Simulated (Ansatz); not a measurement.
Clean, relaxed (111) surface of Sc, space group Fm-3m (No. 225) (top face towards +c; atoms held fixed, by place in the list: 1):

```yaml
crystal:
  lattice:
    - [3.21868, 0.00000, 0.00000]
    - [-1.60934, 2.78746, 0.00000]
    - [0.00000, 0.00000, 22.25609]
  atoms:
    - { symbol: Sc, position: [0.66667, 0.33333, 0.38192] }
    - { symbol: Sc, position: [0.33333, 0.66667, 0.49667] }
    - { symbol: Sc, position: [0.00000, 0.00000, 0.61122] }
```

The calculation used DFT PBEsol, scalar-relativistic, plane waves, PAW (Ansatz 0.2.0). Plane waves to 420 eV, a k mesh through Γ of 9×9×1 on the computed 3-atom cell and Gaussian smearing (0.10 eV); no spin polarisation. A dipole correction removes the field between periodic images along c.

H (atom) is adsorbed on the top face, one adsorbate per 9.0 Å², and relaxed from 3 starting sites (fractions of a and b). E_ads counts from the clean slab and the free adsorbate (spin-polarised where it has unpaired electrons); negative means bound. Heights count from the highest slab atom after relaxation. Δφ is the top face's. Δp counts per cell along +c. Bonded neighbours lie within 1.25 times the sum of covalent radii (1.35 for H) and, on that scale, within 12 % of the closest. With the adsorbate the cell is lengthened along c to keep the vacuum.

```csv
start,ends at,E_ads (eV),height (Å),shortest contact,Δφ (eV),Δp (e·Å)
"top (Sc) at (0.00, 0.00)","(0.00, 0.00), 1 bonded neighbour (Sc)",-1.78,1.84,H–Sc 1.84 Å,+3.26,-0.160
"hollow (Sc-Sc-Sc) at (0.33, 0.67)","(0.33, 0.67), 3 bonded neighbours (Sc)",-3.41,0.96,H–Sc 2.09 Å,+0.43,-0.025
"bridge (Sc-Sc) at (0.50, 0.00)","(0.67, 0.33), 3 bonded neighbours (Sc)",-3.42,0.98,H–Sc 2.10 Å,+0.47,-0.023
```

Among the sites tried, the lowest end comes from the bridge (Sc-Sc) at (0.50, 0.00) start; the hollow (Sc-Sc-Sc) at (0.33, 0.67) start ended within 0.02 eV of it, though not always at the same place; other sites may lie lower.

Each end is the local minimum or symmetric point that its start leads to. This isn't the usual crystal structure of Sc. The slab is only 5.3 Å thick, so the energies aren't converged with thickness.

The adsorbed runs have no spin polarisation, so weakly bound open-shell ends lie too high.